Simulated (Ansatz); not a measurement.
BeS, first-principles data

BeS:
```
CELL_PARAMETERS angstrom
      5.92134     0.00000     0.00000
      0.00000     3.48500     0.00000
      0.00000     0.00000     5.96919
ATOMIC_POSITIONS crystal
  Be 0.14524 0.25000 0.90521
  Be 0.35476 0.75000 0.40521
  Be 0.85476 0.75000 0.09479
  Be 0.64524 0.25000 0.59479
  S  0.78255 0.25000 0.91499
  S  0.71745 0.75000 0.41499
  S  0.21745 0.75000 0.08501
  S  0.28255 0.25000 0.58501
```

Space group Pnma (No. 62); conventional cell a = 5.9213 Å, b = 3.4850 Å, c = 5.9692 Å, α = β = γ = 90.00°.

Method: r²SCAN+D4 in the plane-wave PAW code Ansatz. Structure relaxed to zero pressure with the same functional. Other levels are named where they apply.

**Cell and energy**

| Property | Value |
|---|---|
| Volume per atom | 15.40 Å³ |
| Density | 2.21 g/cm³ |
| Formation energy from the elements (no fitted shifts) | -1.13 eV/atom |

**Electronic structure**

| Item | Value |
|---|---|
| Band gap | 4.22 eV (indirect) |
| Valence-band maximum | on the Y–Γ line, 91 % of the way from Y (k = 0.000, -0.047, 0.000 in fractions of the reciprocal vectors) |
| Conduction-band minimum | on the Y–Γ line, 24 % of the way from Y (k = 0.000, 0.380, 0.000 in fractions of the reciprocal vectors) (2 equivalent valleys) |
| Smallest direct gap on the standard path | 4.46 eV |
| Electron effective mass | 0.42, 0.52, 0.71 mₑ (principal values) |
| Hole effective mass | 0.38, 1.7, 7.9 mₑ (principal values) |
| HSE06 gap on the r²SCAN+D4 cell | 4.77 eV |

**Mechanics**

| Property | Value |
|---|---|
| Bulk modulus (Birch–Murnaghan fit) | 47.6 GPa |
| Pressure derivative B′ | 5.7 |
| Elastic constants (relaxed ions, GPa) | C11 = 54.3, C22 = 175, C33 = 168, C12 = 18.6, C13 = 24.8, C23 = 57.9, C44 = 56.2, C55 = 52.0, C66 = 26.4 |
| Mechanical stability | stable (all eigenvalues of C positive) |
| Hill bulk and shear moduli | 56.2 and 42.9 GPa |
| Young's modulus | 103 GPa |
| Poisson's ratio | 0.20 |
| Debye temperature from the elastic constants | 581 K |

**Charges**

| Item | Value |
|---|---|
| Bader charges | Be +1.68, S -1.68 e |

The start of the workflow was typed in or built on a structure type; neither database checked (COD, Materials Project) lists it. COD files the formula under space group No. 216. Its standing as an ambient phase is unchecked. The cell was relaxed with r²SCAN+D4 under the symmetry of its start; its stability against distortions is not shown here. The volume moved by 24 % from the start of the relaxation. The references are the lowest solids computed at this level, not always the standard phases.

Potentials: the earlier of the program's two PAW sets.
